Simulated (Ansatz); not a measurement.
**Li7Bi: relaxed-ion elastic tensor**

Theory: DFT PBE, scalar-relativistic, plane waves, PAW (Ansatz 0.2.0). Settings: 420 eV plane-wave cutoff, Γ-centred 8×8×8 mesh, Fermi-Dirac smearing of 0.15 eV. No spin polarisation.

The cell, relaxed at this level:
```
CELL_PARAMETERS angstrom
0.00000 4.30785 4.30785
4.30785 0.00000 4.30785
4.30785 4.30785 0.00000
ATOMIC_POSITIONS crystal
Li 0.50000 0.00000 0.00000
Li 0.00000 0.50000 0.50000
Li 0.00000 0.50000 0.00000
Li 0.50000 0.00000 0.50000
Li 0.00000 0.00000 0.50000
Li 0.50000 0.50000 0.00000
Li 0.50000 0.50000 0.50000
Bi 0.00000 0.00000 0.00000
```

It was reached by relaxing an invented guess, and it needn't be the stable form of this composition. In a metal, frequencies and elastic constants depend on the k mesh and the smearing, soft modes and shear constants most. Spin–orbit coupling is left out, which matters for heavy elements.

Task: Give the relaxed-ion elastic constants (GPa, Voigt order xx yy zz yz xz xy, on the Cartesian axes of the cell above).

Result:
C11 = 20.3, C12 = 17.8, C13 = 17.8, C22 = 20.3, C23 = 17.8, C33 = 20.3, C44 = 18.1, C55 = 18.1, C66 = 18.1 GPa; the others vanish.

Task: Is the crystal stable against homogeneous strain?

Result: Too close to call: the least eigenvalue is 2.6 GPa, within what the k mesh leaves open in a metal.
